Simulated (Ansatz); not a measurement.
Q: Each is relaxed and computed with LDA in the plane-wave PAW code Ansatz. Which alone has a direct gap?
A) La2O3, La2O3 or Ni2Al3 type
B) CaO, rock salt
C) MgO, P6_3/mmc (Mg on 2c, O on 2d)
D) GaN, P6_3/mmc (Ga on 2d, N on 2b)

A: C, MgO, P6_3/mmc (Mg on 2c, O on 2d). MgO: gap 3.49 eV (direct); CaO: gap 3.45 eV (indirect); GaN: gap 1.22 eV (indirect); La2O3: gap 3.73 eV (indirect). Not the usual ambient phase: MgO, P6_3/mmc (Mg on 2c, O on 2d); GaN, P6_3/mmc (Ga on 2d, N on 2b). Weakly bound layers, chains or molecules computed without a dispersion correction, so cells and soft constants are ill determined: GaN, P6_3/mmc (Ga on 2d, N on 2b). All cells were relaxed under the symmetry of their starts (and spin orders); stability against distortions was not tested throughout. Spin–orbit coupling is left out wherever it is not named.

Potentials: the earlier of the program's two PAW sets.
